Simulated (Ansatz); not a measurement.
**Zone-centre modes in Ge**

Level of theory: DFT r2SCAN, scalar-relativistic, plane waves, PAW in Ansatz. Cutoff 500 eV, Γ-centred 24×24×24 k-points, Gaussian smearing of 0.15 eV. No spin polarisation.

The starting cell (relaxed at this level; this form isn't the usual structure):

```
Ge
1.0
    -2.57349    2.57349    1.40909
     2.57349   -2.57349    1.40909
     2.57349    2.57349   -1.40909
Ge
2
Direct
  0.25000 0.75000 0.50000
  0.50000 0.50000 0.00000
```

Harmonic modes by finite displacements of 0.02 Å, without the LO–TO term.

(1) At this geometry, is the structure stable against these modes?

(2) List the wavenumbers in cm⁻¹.

## Answers

(1) Yes: no mode is imaginary beyond 10 cm⁻¹, and only the three translations lie near zero.

(2) 0, 0, 0, 76, 164, 164.

Cost: 1 run of about 5.9 core-minutes, on Intel Xeon 6975P-C (Granite Rapids) (shared hosts).